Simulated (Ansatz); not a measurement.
Relaxed AlN (zinc blende):

```
CELL_PARAMETERS angstrom
      0.00000     2.20161     2.20161
      2.20161     0.00000     2.20161
      2.20161     2.20161     0.00000
ATOMIC_POSITIONS crystal
  N  0.75000 0.75000 0.75000
  Al 0.00000 0.00000 0.00000
```

Level of theory: PBE (plane waves to 420 eV, PAW, scalar-relativistic; Ansatz, a first-principles code). k mesh 10×10×10 (Γ-centred), Fermi-Dirac smearing 0.05 eV. AlN was relaxed with its symmetry unable to fall.

One atom of the cell was then moved (with its periodic images), all else fixed, and the forces (eV/Å) came out as:

```tsv
atom	Fx	Fy	Fz
N1	0.000	0.000	-1.032
Al2	0.000	0.000	1.032
```

With two atoms only their relative shift counts; take N1 as fixed.

### Question
Which atom was moved, and by which vector (Å)?

### Answer
Al2, by (0.00, 0.00, -0.08), 0.08 Å in all.

(A displaced cell: forces are minus the slopes of the energy, force constants its curvatures, and phonons follow from these.)
